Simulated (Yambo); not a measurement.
```
CaHBr
1.0
    3.82229     0.00000     0.00000
    0.00000     3.82229     0.00000
    0.00000     0.00000     7.77367
H Ca Br
2 2 2
Cartesian
  1.91115   1.91115   0.00000
  0.00000   0.00000   0.00000
  0.00000   1.91115   1.27098
  1.91115   0.00000   6.50270
  0.00000   1.91115   5.19844
  1.91115   0.00000   2.57523
```

CaHBr (space group P4/nmm, No. 129): mean Im ε in 1 eV windows above the direct gap of 5.98 eV, for different electron-hole kernels (Yambo, broadening 0.15 eV, norm-conserving PBEsol (Quantum ESPRESSO, 72 Ry, with spin-orbit coupling) bands; 4×4×2 mesh, 16 valence and 28 conduction bands, static screening with 126 bands and a 3 Ry block, scissor 2.27 eV, Tamm-Dancoff; field along x).

| window (eV) | independent quasiparticles | BSE |
|---|---|---|
| 6.0 to 7.0 | 1.0 | 8.5 |
| 7.0 to 8.0 | 6.0 | 6.7 |
| 8.0 to 9.0 | 6.6 | 4.0 |
| 9.0 to 10.0 | 5.7 | 3.0 |
| 10.0 to 11.0 | 4.2 | 2.6 |
| 11.0 to 12.0 | 3.4 | 2.2 |

This run doesn't resolve bound excitons or single peaks, so only averages are given, and they too depend on the mesh; weight that the attraction moves below the gap isn't listed. All transitions below 12.37 eV are in the band window. The scissor comes from a G0W0 run whose convergence isn't established.

Geometry relaxed with PBE+D3(BJ).
